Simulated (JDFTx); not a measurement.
Reference run:

System: Ir(111) (Fm-3m bulk; lattice of mp-101, not re-optimised at this level), 1x1 cell of 4 atoms in 4 planes, area 6.43 Å² a face, 6.7 Å between the outermost planes in a cell 22.7 Å high; k mesh 10×10×1, Fermi width 0.01 Ha, no spin polarisation.

The reference is PBE, GBRV ultrasoft potentials, plane waves to 20/100 Ha; code: a modified build of JDFTx. Unrelaxed; liquid: linear PCM (GLSSA13), water, 1 M KCl. U vs SHE = −μ/e − 4.44 V throughout (conventional absolute potential of the hydrogen electrode).

| run | F per atom, vacuum (eV) | TS per atom (eV) | k states | plane waves per k | work function (eV) | U_pzc (V) |
|---|---|---|---|---|---|---|
| run 1 | -2080.918 | 1.109 | 14 | 4210 | 5.45 | 0.78 |
| run 2 (reference) | -2080.488 | 0.293 | 14 | 4210 | 5.50 | 0.83 |
| run 3 | -2080.380 | 0.070 | 14 | 4210 | 5.49 | 0.82 |
| run 4 | -2080.358 | 0.025 | 14 | 4210 | 5.47 | 0.80 |

Problem. One setting differs between these runs. Which?
(A) Fermi smearing width
(B) cell height
(C) k mesh
(D) plane-wave cutoffs

Solution. A, Fermi smearing width. The values, in order: 0.02 Ha; 0.01 Ha; 0.005 Ha; 0.003 Ha.
